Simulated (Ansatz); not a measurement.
Data:

SiC:
```
CELL_PARAMETERS angstrom
      0.00000     2.17454     2.17454
      2.17454     0.00000     2.17454
      2.17454     2.17454     0.00000
ATOMIC_POSITIONS crystal
  C  0.75000 0.75000 0.75000
  Si 0.00000 0.00000 0.00000
```

This is the HSE06-relaxed structure.

### Question
All from DFT-HSE06 in the program Ansatz with PAW potentials, unless another level is named. Estimate the smallest direct gap on the standard path.

### Answer
5.73 eV.

### Question
Predict the band gap.

### Answer
2.22 eV (indirect).

### Question
What about the conduction-band minimum?

### Answer
at X (3 equivalent valleys).

### Question
Predict the valence-band maximum.

### Answer
at Γ.

Space group F-43m (zinc blende). The cell was relaxed with HSE06 under the symmetry of its start. The hybrid was solved on a coarse mesh, the path and, where they were found, the r²SCAN edge points; its band edges are the extreme levels among these.

Potentials: the later of the program's two PAW sets.
